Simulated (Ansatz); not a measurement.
Ansatz input

```yaml
crystal:
  lattice:
    - [0.0, 2.08140338, 2.08140338]
    - [2.08140338, 0.0, 2.08140338]
    - [2.08140338, 2.08140338, 0.0]
  atoms:
    - { symbol: Ti, position: [0.0, 0.0, 0.0], spin: 1.0 }
hamiltonian:
  xc: r2scan
  pseudopotentials:
    kind: paw
    azcp:
      Ti: "pseudopotentials/Ti.paw.azcp"
basis:
  ecutwfc: 500
  fft_grid_basis: typed
kpoints:
  mp_grid: { grid: [22, 22, 22], shift: [0, 0, 0] }
magnetization:
  spin_polarized: true
scf:
  occupations: { method: fermi_dirac, width: 0.05 }
output:
  stress: true
```

Output

```
Engine: ansatz 0.2.0, aarch64-unknown-linux-gnu
Pseudopotentials: kind: paw
Pseudopotential: Ti, paw, valence charge 12, recommended cutoff 500 eV (meta_gga) 
Functional definition: r2SCAN
  parameter k0 = 0.174
  parameter k1 = 0.065
  parameter a1 = 4.9479
  exchange = r2scan_x(k0 = k0, k1 = k1, a1 = a1)
  correlation = r2scan_c
Crystal: 1 atoms, lattice volume = 18.034 Å³
Basis set: ecut = 500 eV, 459 PW (Γ), exchange–correlation on 96×96×96 points (64 copies of the dense FFT grid, shifted against one another)
Bands: 11, of which v1, the nominal top of the filled ones, is band 6 counted from 1 (5 counted from 0)
Symmetry: 48 space group operations
Space group: Fm-3m (ITA 225), of the structure as read, at distance tolerance 2.6e-5 Å
Magnetic group: BNS 225.116 (UNI 1618), of the structure as read, at distance tolerance 2.6e-5 Å
k-points: 328 of 10648
Non-local potential: Ti, projectors of the file, l = 0: 3, l = 1: 2, l = 2: 3, l = 3: 1
PAW form: soft (Blöchl's): semilocal exchange-correlation on the pseudo side does not see the compensation charge
PAW frozen core: Ti, regenerated for the run's functional (the file was generated under x = pbe(κ = 0.804, μ = 0.2195149727645171), c = pbe(β = 0.06672455060314922))
PAW one-centre angular grid: Ti, 590 points (default); XC on 160 Gauss nodes
Initial density: superposition of atomic densities (chi_scale 0.1, normalization cell)
Starting moments: Σ|m| = 1 μB on 1 of 1 site
Initial wavefunctions: pseudopotential atomic-orbital guess
Functional: x = r2scan, c = r2scan; τ floored in thin density (d = 2e-4 eV/Å³)
SCF iter   1: F=—  HF=-2504.466749 eV  |F-HF|=—  |Δ(HF+E_count)|=         —  Δρ=5.51e-2 (↑5.51e-2 ↓1.33e-2)  dr2=7.83e-1  dr2_τ=7.36e-3  dr2_m=9.68e-2  M=0.719 μB ∫|m|=0.719 μB  β_m=1.00  ethr=3.10e-3  ⟨swp⟩=4.5  Hψ=35976  notcnv=0
Mixer restart at iter 1: flushing history
SCF iter   2: F=—  HF=-2504.194239 eV  |F-HF|=—  |Δ(HF+E_count)|=   2.73e-1  Δρ=1.37e-2 (↑1.37e-2 ↓1.10e-2)  dr2=1.13e-1  dr2_τ=1.28e-3  dr2_m=6.61e-4  M=0.722 μB ∫|m|=0.723 μB  β_m=1.00  ethr=3.10e-3  ⟨swp⟩=2.6  Hψ=17521  notcnv=0  defer=177  κ⁻¹=1.0e0(r=1)
SCF iter   3: F=—  HF=-2504.254441 eV  |F-HF|=—  |Δ(HF+E_count)|=         —  Δρ=1.31e-2 (↑1.23e-2 ↓1.31e-2)  dr2=7.66e-3  dr2_τ=1.41e-3  dr2_m=2.25e-2  M=0.487 μB ∫|m|=0.489 μB  β_m=0.92  ethr=9.45e-4  ⟨swp⟩=2.7  Hψ=13141  notcnv=0  defer=177
Mixer restart at iter 3: flushing history
...
SCF iter  16: F=—  HF=-2504.296571 eV  |F-HF|=—  |Δ(HF+E_count)|=   1.55e-8  Δρ=1.50e-6 (↑1.23e-6 ↓1.50e-6)  dr2=2.72e-11  dr2_τ=1.66e-11  dr2_m=3.06e-10  M=0.000 μB ∫|m|=0.000 μB  β_m=1.00  ethr=1.00e-12  ⟨swp⟩=3.0  Hψ=14826  notcnv=0  κ⁻¹=5.8e-8(r=8)
SCF iter  17: F=—  HF=-2504.296571 eV  |F-HF|=—  |Δ(HF+E_count)|=   2.79e-9  Δρ=5.33e-7 (↑4.14e-7 ↓5.33e-7)  dr2=5.79e-12  dr2_τ=1.95e-12  dr2_m=3.64e-11  M=0.000 μB ∫|m|=0.000 μB  β_m=1.00  ethr=1.00e-12  ⟨swp⟩=2.0  Hψ=13806  notcnv=0  κ⁻¹=8.5e-7(r=8)
SCF iter  18: F=-2504.296571 eV  HF=-2504.296571 eV  |F-HF|=4.32e-11  |Δ(HF+E_count)|=  3.03e-10  Δρ=2.03e-7 (↑1.50e-7 ↓2.03e-7)  dr2=1.18e-12  dr2_τ=2.69e-13  dr2_m=5.01e-12  M=0.000 μB ∫|m|=0.000 μB  ethr=1.00e-12  ⟨swp⟩=2.0  Hψ=13750  notcnv=0
SCF 1 converged in 18 iterations: F = -2504.296571 eV  dr2 = 1.18e-12
WARN: the starting moments were not kept: the SCF closed with an absolute magnetisation of 1.4e-6 μB, where they sum to 1 μB in size (1 site). That is at most 0.1 of that sum. Measured as dr2_m measures the in/out step, that magnetisation stands 3.7e-13 eV from none, at or under the dr2_threshold of 1.0e-7 eV: it is no larger than a step whose dr2_m would equal this threshold. The system may hold no moment; this SCF shows only that its start led to no more than that. To try another start: raise the starting moments (crystal.atoms[].spin, magnetization.per_species, magnetization.initial_magnetization, or on a non-collinear deck that types none of these the spinor_matrix: blocks that start its atoms; where the total moment is fixed, keep their sum and leave initial_magnetization as it is; typed ones take the place of any that the run laid by itself, positive ones on a crystal's lanthanoids without a Hubbard term where scf.initial_density.shell_occupations: [] is typed) or, if the notice of its spin-set hold's release reads "site moments contracting" or "site moments show no strong build", lengthen the hold (scf.mixing.spin_hold: { on: { confirm: 4 } }; for m-r²SCAN on two components see the key's manual first). Each may lead to a state that holds a moment. A second SCF, from the converged charge density, with the starting moments and any scf.initial_density.shell_occupations laid on it anew, would have followed, and was not run: the deck does not ask for one (magnetization.retry_lost_moments is false, the default). To let it run, set magnetization.retry_lost_moments: true and run the deck again, where that key's refused combinations let it; where memory then withholds it, that run's warning says so.
this state was not tested for a lower state beside it, because the mixer in use, unlike msr1, does not test its closes by its own steps (another_mixer; see scf.mixing.algorithm and scf.lower_state_search)
SCF converged after 18 iterations
Magnetization: 0.0000 μB (6.0000 up, 6.0000 down)
Absolute magnetization: 0.0000 μB (∫|ρ↑−ρ↓|, with the PAW one-centre terms)
Spin contamination: 0.0000 ħ² per cell (⟨S²⟩ above its minimum at these occupations)
Per-site moments (μB) at R_I (Å): [(4.820201892128994e-7, 1.2142139166156452)]
Free energy (F): -2504.296571 eV
Harris-Foulkes:  -2504.296571 eV  (|F-HF|=4.32e-11)
Internal energy: -2504.283287 eV  (E = F + TS)
E sigma→0 (E₀):  -2504.289929 eV
Entropy (-TS):   -0.013283 eV (-13.283 meV/atom)
Fermi energy:    12.657119 eV
--- Per-component energies (eV) ---
  E_band       = -178.098148
  E_kinetic    = 271.408597
  E_local      = -829.653045  (includes V_loc(G=0)·N_el)
  E_nonlocal   = 7.216439
  E_hartree    = 337.886464
  E_xc         = -92.464554
  E_vxc        = -132.182070  (∫ρ·V_xc dr)
  E_paw        = -1056.533684  (= ΣΔE_a)
  E_vpaw       = -179.782074  (= ΣTr[D̂ρ^β])
  E_aug_tail   = 0.000086  (compensation charges beyond the density's cutoff)
  E_vtau       = 9.121030  (kinetic-family band-sum trace: ∫τ·v_τ [+ j·A + Jᵃ·Aᵃ] dr)
  E_ewald      = -1141.890134
  E_core_change = -0.253457  (= ΣΔE_core)
  E_smearing   = -0.013283  (= −TS)
  E_closure    = 0.000000  (closes the sum)
  Σ components = -2504.296571   (vs F -2504.296571, Δ=0.00e0)
--- Stress (GPa, compression-positive) ---
       -3.968958       0.000000      -0.000000
        0.000000      -3.968958      -0.000000
        0.000000       0.000000      -3.968958
  P = ⅓ Tr σ = -3.9690 GPa (-39.690 kbar)
```
